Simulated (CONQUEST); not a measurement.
Worked example: self-consistent single point of InSn₂Te₃ (P-3m1, 12 atoms in the cell; from Materials Project mp-1223682, lattice scaled a little) in CONQUEST.

Method: PBEsol, numerical atomic orbitals double-zeta with polarisation (the shipped basis), PseudoDojo norm-conserving potentials made for PBEsol (CONQUEST 1.3).

```
InSn2Te3
1.0
    4.48155     0.00000     0.00000
    0.00000     7.76228     0.00000
    0.00000     0.00000    11.05539
In Sn Te
2 4 6
Direct
  0.00000   0.00000   0.00000
  0.50000   0.50000   0.00000
  0.00000   0.33333   0.66867
  0.50000   0.16667   0.33133
  0.50000   0.83333   0.66867
  0.00000   0.66667   0.33133
  0.00000   0.33333   0.16576
  0.50000   0.16667   0.83424
  0.00000   0.00000   0.50000
  0.50000   0.83333   0.16576
  0.00000   0.66667   0.83424
  0.50000   0.50000   0.50000
```

Reference input (self-consistent single point, DFT, PBEsol, numerical atomic orbitals double-zeta with polarisation (the shipped basis), PseudoDojo norm-conserving potentials made for PBEsol): basis = DZP; Diag.MPMeshX, Y, Z = 3 2 2; potentials = PseudoDojo norm-conserving PBEsol; Grid.GridCutoff = 175 Ha; DM.SolutionMethod = diagon; Diag.MPShiftX = 0.16666667; Diag.kT = 0.003675 Ha; minE.SCTolerance = 1.0e-06; SC.MaxIters = 100; SC.LinearMixingFactor = 0.3; SC.KerkerPreCondition = true; SC.KerkerFactor = 0.3 1/bohr. This run's input differs from it in these lines:

```diff
@@ -19,6 +19,8 @@
 Diag.MPMesh                    T
-Diag.MPMeshX                   3
-Diag.MPMeshY                   2
-Diag.MPMeshZ                   2
-Diag.MPShiftX                  0.16666667
+Diag.MPMeshX                   1
+Diag.MPMeshY                   1
+Diag.MPMeshZ                   1
+Diag.MPShiftX                  0.50000000
+Diag.MPShiftY                  0.50000000
+Diag.MPShiftZ                  0.50000000
 Diag.kT                        0.003675
```

Log, with long lists cut:

```
    new_SC_potl: Starting.  Tolerance:  0.10000E-05

    PulayMixSC: Starting Pulay mixing, A_up =  0.300 A_dn =  0.300
    PulayMixSC: Spin non-polarised calculation.
    PulayMixSC: with Kerker preconditioning, q0 =  0.300
          Harris-Foulkes Energy            :     -1075.499150889146222 Ha
          GroundState Energy (E-(1/2)TS)   :     -1075.505520202071693 Ha
          Free Energy (E-TS)               :     -1075.511889514997165 Ha
          DFT Total Energy                 :     -1075.418277622080495 Ha
          Total number of electrons        :       177.999999999987864
   [... lines left out ...]
          Total number of electrons        :       178.000292442741937
    PulayMixSC: Pulay iteration    11 residual:              0.11954E-05
          Harris-Foulkes Energy            :     -1075.450694386677696 Ha
          GroundState Energy (E-(1/2)TS)   :     -1075.458481381250976 Ha
          Free Energy (E-TS)               :     -1075.466268375824257 Ha
          DFT Total Energy                 :     -1075.450693051481721 Ha
          Total number of electrons        :       178.000293379776593
    PulayMixSC: Pulay iteration    12 residual:              0.82687E-06
    PulayMixSC: Reached SCF tolerance of  0.82687E-06 after     12 iterations
      | Number of electrons      =       178.000293
      |* band energy as 2Tr[K.H] =      -163.454265130672752 Ha
      |  screened ion-ion energy =      -806.464174474323613 Ha
      |  Ha correction           =         4.517259784723449 Ha
      |  XC correction           =      -110.049522285934884 Ha
      | GS Energy as E-(1/2)TS   =     -1075.458481381250976 Ha
      | Free Energy as E-TS      =     -1075.466268375824257 Ha
      |* Harris-Foulkes energy   =     -1075.450694386677696 Ha
      |* DFT total energy        =     -1075.450693051481721 Ha
      |  estimated accuracy      =        -0.000001335195975 Ha

    force: Forces on atoms (Ha/A )
    force:  Atom   X              Y              Z
   [... lines left out ...]
    force: Maximum force :        0.00808987(Ha/A ) on atom         5 in z direction
   [... lines left out ...]
    force: Force Residual:        0.00654894 Ha/A
    force: Total stress:         16.00974750     0.00000000     0.00000000 GPa
                             0.00000000    -0.81248068    -1.89069482
                             0.00000000    -1.89069481     6.59894657
    force: Average pressure:     -7.26540446 GPa

    force: Finished force
    get_E_and_F: Change in energy during last step of electronic optimisation:  0.69243E-06
```

The run converged in 12 iterations. CONQUEST prints the stress tensor with tension positive. Against the reference run the free energy goes down by 657 meV/atom, the pressure goes from -1.67 to -7.27 GPa and the largest force goes from under 0.1 to 0.22 eV/Å.

The program uses no crystal symmetry, so grid and mesh can part values that symmetry would make equal. The atom-centred basis is finite, which shifts total energies, pressures and forces against plane waves. This run is one point of a test of settings, so its values need not be converged; read them against the reference run alone. The structure comes from a collection of computed structures, made at another level of theory; the collection holds predicted forms beside known ones. Its lattice was then scaled. With one or two k-points the zone of this small cell is coarsely sampled: energies, forces and stress carry that error and can break the symmetry, so a converged loop does not mean converged values.

Cost on one core: around 3 core-minutes (rough).
